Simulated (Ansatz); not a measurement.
Ansatz (an electronic-structure program) input:

Ansatz 0.2 input:
```yaml
crystal:
  lattice:
    - [0.0, 5.4898528651, 5.4898528651]
    - [5.4898528651, 0.0, 5.4898528651]
    - [5.4898528651, 5.4898528651, 0.0]
  atoms:
    - { symbol: Li, position: [0.0, 0.5, 0.0] }
    - { symbol: Li, position: [0.5, 0.0, 0.0] }
    - { symbol: Li, position: [0.5, 0.0, 0.5] }
    - { symbol: Li, position: [0.0, 0.5, 0.5] }
    - { symbol: Li, position: [0.0, 0.0, 0.5] }
    - { symbol: Li, position: [0.5, 0.5, 0.0] }
    - { symbol: Mg, position: [0.0, 0.0, 0.0] }
    - { symbol: Br, position: [0.25, 0.25, 0.25] }
    - { symbol: Br, position: [0.75, 0.75, 0.75] }
    - { symbol: Br, position: [0.2432925167, 0.7567074833, 0.2432925167] }
    - { symbol: Br, position: [0.7567074833, 0.2432925167, 0.7567074833] }
    - { symbol: Br, position: [0.2432925167, 0.7567074833, 0.7567074833] }
    - { symbol: Br, position: [0.7567074833, 0.2432925167, 0.2432925167] }
    - { symbol: Br, position: [0.2432925167, 0.2432925167, 0.7567074833] }
    - { symbol: Br, position: [0.7567074833, 0.7567074833, 0.2432925167] }
kpoints:
  mp_grid: { grid: [5, 5, 5] }
hamiltonian:
  xc: r2scan
  pseudopotentials: { kind: paw }
scf:
  occupations: { method: fixed }
checkpoint: { read: static.run }
output: { write_density: true, elf: true, volumetric_format: npy }
basis: { fft_grid_basis: typed }
```

Output (shortened):

```
Pseudopotential: Li, paw, valence charge 3
Pseudopotential: Mg, paw, valence charge 10
Pseudopotential: Br, paw, valence charge 7
Functional definition: r2SCAN
Crystal: 15 atoms, lattice volume = 330.912 Å³
Basis set: ecut = 500 eV, 8393 PW (Γ), exchange–correlation on 240×240×240 points (64 copies of the dense FFT grid, shifted against one another)
Bands: 57, of which v1, the nominal top of the filled ones, is band 42 counted from 1 (41 counted from 0)
Symmetry: 48 space group operations
Space group: Fm-3m (ITA 225), of the structure as read, at distance tolerance 6.9e-5 Å
k-points: 10 of 125
Stability of the state it starts from, as read at its close in the unpolarized treatment …
iter 1 solved again at ethr=4.87e-7 eV; its pass at ethr=3.10e-3 eV (dr2=4.09e-4 eV) is discarded
SCF iter   1: F=—  HF=-25526.077302 eV  |F-HF|=—  |Δ(HF+E_count)|=         —  Δρ=1.63e-6  dr2=1.33e-8  dr2_τ=9.64e-10  ethr=4.87e-7  ⟨swp⟩=3.5  Hψ=3476  notcnv=0  defer=130
preconditioner: auto → Resta (q_TF=auto, 2.171 Å⁻¹)
SCF iter   2: F=—  HF=-25526.077503 eV  |F-HF|=—  |Δ(HF+E_count)|=   2.01e-4  Δρ=9.40e-7  dr2=5.80e-9  dr2_τ=9.71e-10  ethr=1.58e-11  ⟨swp⟩=23.9  Hψ=4374  notcnv=0
SCF iter   3: F=-25526.077503 eV  HF=-25526.077503 eV  |F-HF|=1.33e-9  |Δ(HF+E_count)|=  8.55e-10  Δρ=5.81e-7  dr2=1.89e-9  dr2_τ=1.45e-10  ethr=6.91e-12  ⟨swp⟩=1.0  Hψ=1344  notcnv=0
SCF 1 converged in 3 iterations: F = -25526.077503 eV  dr2 = 1.89e-9
SCF converged after 3 iterations
Free energy (F): -25526.077503 eV
Harris-Foulkes:  -25526.077503 eV  (|F-HF|=1.33e-9)
Internal energy: -25526.077503 eV  (E = F + TS)
E sigma→0 (E₀):  -25526.077503 eV
Fermi energy:    1.754796 eV
--- Per-component energies (eV) ---
  E_band       = -1087.065061
  E_kinetic    = 1284.927303
  E_local      = -4366.507553  (includes V_loc(G=0)·N_el)
  E_nonlocal   = 456.136141
  E_hartree    = 1382.229921
  E_xc         = -2103.799036
  E_vxc        = -1055.249179  (∫ρ·V_xc dr)
  E_paw        = -18589.063301  (= ΣΔE_a)
  E_vpaw       = -225.253563  (= ΣTr[D̂ρ^β])
  E_aug_tail   = -0.000571  (compensation charges beyond the density's cutoff)
  E_vtau       = 54.422049  (kinetic-family band-sum trace: ∫τ·v_τ [+ j·A + Jᵃ·Aᵃ] dr)
  E_ewald      = -3588.708648
  E_core_change = -1.291758  (= ΣΔE_core)
  E_smearing   =  0.000000  (= −TS)
  E_closure    = 0.000000  (closes the sum)
  Σ components = -25526.077503   (vs F -25526.077503, Δ=0.00e0)
  [band-id]    e_kinetic+e_local+e_nonlocal+2·e_hartree+e_vxc+e_vpaw+e_augmentation_tail+e_vtau = -1087.065530   (vs E_band -1087.065061, Δ=-4.69e-4)
--- Band table (eV; the first three rows and the last of 10) ---
  k-point 0: bands = ["-75.2046", "-43.9065", "-43.9058", "-43.9058", "-43.9058", "-43.9055", "-43.9055", "-40.3045", "-40.3045", "-40.3045", "-12.2213", "-11.6837", "-11.6837", "-11.6837", "-11.6563", "-11.4801", "-11.4801", "-11.4752", "-1.5705", "-1.2018", …
  k-point 1: bands = ["-75.2046", "-43.9064", "-43.9059", "-43.9058", "-43.9058", "-43.9055", "-43.9055", "-40.3045", "-40.3045", "-40.3045", "-12.1779", "-11.7347", "-11.6679", "-11.6679", "-11.6442", "-11.4981", "-11.4981", "-11.4915", "-1.4603", "-1.1158", …
  k-point 2: bands = ["-75.2046", "-43.9062", "-43.9060", "-43.9057", "-43.9057", "-43.9056", "-43.9056", "-40.3045", "-40.3045", "-40.3045", "-12.0686", "-11.8618", "-11.6308", "-11.6308", "-11.6028", "-11.5388", "-11.5388", "-11.5343", "-1.2529", "-0.9173", …
  k-point 9: bands = ["-75.2046", "-43.9061", "-43.9060", "-43.9058", "-43.9057", "-43.9056", "-43.9055", "-40.3045", "-40.3045", "-40.3045", "-11.9819", "-11.8043", "-11.7720", "-11.7048", "-11.5707", "-11.5611", "-11.5240", "-11.5037", "-1.0656", "-0.7052", …
```

Cost: roughly 23 core-seconds on shared cores.

The first step of the workflow began from a Materials Project structure, measured or hypothetical; the Crystallography Open Database copy checked does not list it. Whether it is the stable phase at ambient conditions was not checked. The cell was relaxed with r²SCAN under the symmetry of its start; whether a distortion lowers the energy is not shown. Spin–orbit coupling is left out wherever it is not named.

Potentials: the later of the program's two PAW sets.

Ansatz is a plane-wave DFT program.
